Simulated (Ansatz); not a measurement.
## Notes on BaGe$_{4}$

```
CELL_PARAMETERS angstrom
0.00000 4.72715 0.00000
5.48070 -2.36357 0.00000
-1.45974 2.36357 -8.24418
ATOMIC_POSITIONS crystal
Ge 0.40451 0.25814 0.44912
Ge 0.59549 0.74186 0.55088
Ge 0.15147 0.26137 0.95843
Ge 0.84853 0.73863 0.04157
Ge 0.12513 0.92911 0.67885
Ge 0.87487 0.07089 0.32115
Ge 0.55169 0.21847 0.11509
Ge 0.44831 0.78153 0.88491
Ba 0.18161 0.65051 0.28729
Ba 0.81839 0.34949 0.71271
```

Method: LDA, no spin polarisation; PAW, plane waves to 420 eV, 5×5×5 Γ-centred mesh, fermi-dirac occupations (width 0.1 eV) (Ansatz 0.2.0), atoms fixed.

Q: What do density and ELF say about some of the short contacts?

A: Ge–Ge at 2.64 Å: least valence density 0.34 e/Å³ and ELF 0.57 there. Ge–Ba at 3.18 Å: least valence density 0.15 e/Å³ and ELF 0.17 there. These are pseudo-fields; inside the PAW spheres they differ from the all-electron ones.

Q: Is the cell too large or too small?

A: The pressure is 2.1 GPa (compression positive), so with the atoms held at these fractions the cell would first expand. The principal stresses 0.7, 2.3, 3.3 GPa differ, so its shape would change too.

Q: What happens at the Fermi level?

A: It is a metal, with about 5.1 states/eV a cell as the mean within 0.25 eV of the Fermi level, mostly Ge p (72 %) and Ge s (14 %).

Q: Where is the largest force?

A: The largest is on Ge3 (and as large on other atoms): 0.56 eV/Å, components (-0.55, 0.00, -0.11). It makes 70° with the line to a nearest neighbour, Ge5 at 2.70 Å.

Q: Is it stable against the elements?

A: -0.17 eV an atom against the elements' usual phases (free molecules for gases, crystals otherwise, with no correction for O₂ or N₂), so it is bound against them; other compounds may still compete. Relaxing would lower it.

Origin: a known structure type with other elements, at an estimated volume, so it need not be a known compound.

It took 76 s on 1 thread of Arm Neoverse V2 (shared host), peak memory 0.97 GiB, starting from a saved density. The time holds forces, stress, DOS, bands, ELF.
